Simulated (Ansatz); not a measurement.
## Calculated with Ansatz: Ti₂CS, relaxation

The command:

```bash
ansatz run input.yaml --threads 2 --pin off --max-ram 2560MiB --backend cpu --events-out ev --progress --plain --runs-dir out
```

The input file (Ansatz 0.2.0, plane waves):

```yaml
crystal:
  lattice:
    - [3.17912964, 0.0, 0.0]
    - [-1.58956482, 2.7532055, 0.0]
    - [0.0, 0.0, 11.09229034]
  atoms:
    - { symbol: Ti, position: [0.33333, 0.66667, 0.099] }
    - { symbol: Ti, position: [0.66666, 0.33333, 0.599] }
    - { symbol: Ti, position: [0.33333, 0.66667, 0.401] }
    - { symbol: Ti, position: [0.66667, 0.33334, 0.901] }
    - { symbol: C, position: [0.0, 0.0, 0.0] }
    - { symbol: C, position: [0.0, 0.0, 0.5] }
    - { symbol: S, position: [0.66667, 0.33333, 0.25] }
    - { symbol: S, position: [0.33334, 0.66667, 0.75] }
  symmetry: { tolerance: 0.0003 }
kpoints:
  mp_grid: { grid: [11, 11, 3], shift: [0, 0, 0] }
magnetization:
  spin_polarized: false
scf:
  occupations: { method: fermi_dirac }
  lower_state_search: "off"
hamiltonian:
  pseudopotentials: { kind: paw }
  xc: r2scan
basis:
  ecutwfc: 500
  fft_grid_basis: typed
relax:
  max_steps: 60
  cell: { p_target: 0.0 }
output:
  forces: true
  stress: true
  eigenvalues: true
  bader: true
  populations: true
  elf: true
  write_potential: true
  volumetric_format: npy
  dos:
    e_range: [-12, 8]
    de: 0.05
    projected: { site_lists: { C: [C], S: [S], Ti: [Ti] } }
  write_density: true
checkpoint:
  read: saved_state
```

Origin of the cell: a database entry, scaled a little.

The smearing width isn't typed, so it takes its default of 0.1 eV.

The saved state is a converged single point of the same cell.

Steps («new basis» is an SCF on plane waves selected anew at the same cell):

```csv
step,ΔF (meV/atom),max force component (eV/Å),P (GPa),volume (Å³),SCF iterations,step was
1,0.0,0.172,5.59,97.09,6,accepted
2,-5.3,0.104,0.37,99.43,7,accepted
3,-5.5,0.010,-0.24,99.87,5,accepted
4,-5.5,0.072,0.06,99.74,5,accepted
5,-5.6,0.004,-0.01,99.73,5,accepted
6,-5.8,0.003,-0.01,99.73,7,new basis
```

Step 1, with forces in eV/Å:

```xyz
8
Lattice="3.179 0.000 0.000 -1.590 2.753 0.000 0.000 0.000 11.092" Properties=species:S:1:pos:R:3:forces:R:3 pbc="T T T" step=1
Ti    0.000    1.835    1.098    0.000    0.000    0.172
Ti    1.590    0.918    6.644    0.000    0.000    0.172
Ti    0.000    1.835    4.448    0.000    0.000   -0.172
Ti    1.590    0.918    9.994    0.000    0.000   -0.172
C     0.000    0.000    0.000    0.000    0.000    0.000
C     0.000    0.000    5.546    0.000    0.000    0.000
S     1.590    0.918    2.773    0.000    0.000    0.000
S     0.000    1.835    8.319    0.000    0.000    0.000
```

Step 2, with forces in eV/Å:

```xyz
8
Lattice="3.195 0.000 0.000 -1.598 2.767 0.000 0.000 0.000 11.246" Properties=species:S:1:pos:R:3:forces:R:3 pbc="T T T" step=2
Ti    0.000    1.845    1.118    0.000    0.000   -0.104
Ti    1.598    0.922    6.741    0.000    0.000   -0.104
Ti    0.000    1.845    4.505    0.000    0.000    0.104
Ti    1.598    0.922   10.128    0.000    0.000    0.104
C     0.000    0.000    0.000    0.000    0.000    0.000
C     0.000    0.000    5.623    0.000    0.000    0.000
S     1.598    0.922    2.811    0.000    0.000    0.000
S     0.000    1.845    8.434    0.000    0.000    0.000
```

Step 3, with forces in eV/Å:

```xyz
8
Lattice="3.209 0.000 0.000 -1.605 2.779 0.000 0.000 0.000 11.196" Properties=species:S:1:pos:R:3:forces:R:3 pbc="T T T" step=3
Ti    0.000    1.853    1.108    0.000    0.000    0.010
Ti    1.605    0.926    6.706    0.000    0.000    0.010
Ti    0.000    1.853    4.490    0.000    0.000   -0.010
Ti    1.605    0.926   10.088    0.000    0.000   -0.010
C     0.000    0.000    0.000    0.000    0.000    0.000
C     0.000    0.000    5.598    0.000    0.000    0.000
S     1.605    0.926    2.799    0.000    0.000    0.000
S     0.000    1.853    8.397    0.000    0.000    0.000
```

Step 4, with forces in eV/Å:

```xyz
8
Lattice="3.203 0.000 0.000 -1.601 2.773 0.000 0.000 0.000 11.230" Properties=species:S:1:pos:R:3:forces:R:3 pbc="T T T" step=4
Ti    0.000    1.849    1.109    0.000    0.000    0.072
Ti    1.601    0.924    6.724    0.000    0.000    0.072
Ti    0.000    1.849    4.506    0.000    0.000   -0.072
Ti    1.601    0.924   10.121    0.000    0.000   -0.072
C     0.000    0.000    0.000    0.000    0.000    0.000
C     0.000    0.000    5.615    0.000    0.000    0.000
S     1.601    0.924    2.807    0.000    0.000    0.000
S     0.000    1.849    8.422    0.000    0.000    0.000
```

Step 6, with forces in eV/Å:

```xyz
8
Lattice="3.204 0.000 0.000 -1.602 2.775 0.000 0.000 0.000 11.219" Properties=species:S:1:pos:R:3:forces:R:3 pbc="T T T" step=6
Ti    0.000    1.850    1.111    0.000    0.000    0.003
Ti    1.602    0.925    6.720    0.000    0.000    0.003
Ti    0.000    1.850    4.499    0.000    0.000   -0.003
Ti    1.602    0.925   10.108    0.000    0.000   -0.003
C     0.000    0.000    0.000    0.000    0.000    0.000
C     0.000    0.000    5.609    0.000    0.000    0.000
S     1.602    0.925    2.805    0.000    0.000    0.000
S     0.000    1.850    8.414    0.000    0.000    0.000
```

```yaml
Free_energy_lowered_by: 5.8 meV/atom
Volume_change: 2.72 %
Final_pressure: -0.01 GPa
Relaxation_steps_listed: 6
```

Caveats: no moments, though an odd count or open d shells may carry them; the relaxation held the start's symmetry, so the end may be a saddle point.

Time: 3.2 min on 2 threads of Arm Neoverse N1, on a shared host, peak memory 0.74 GiB, from a saved density.
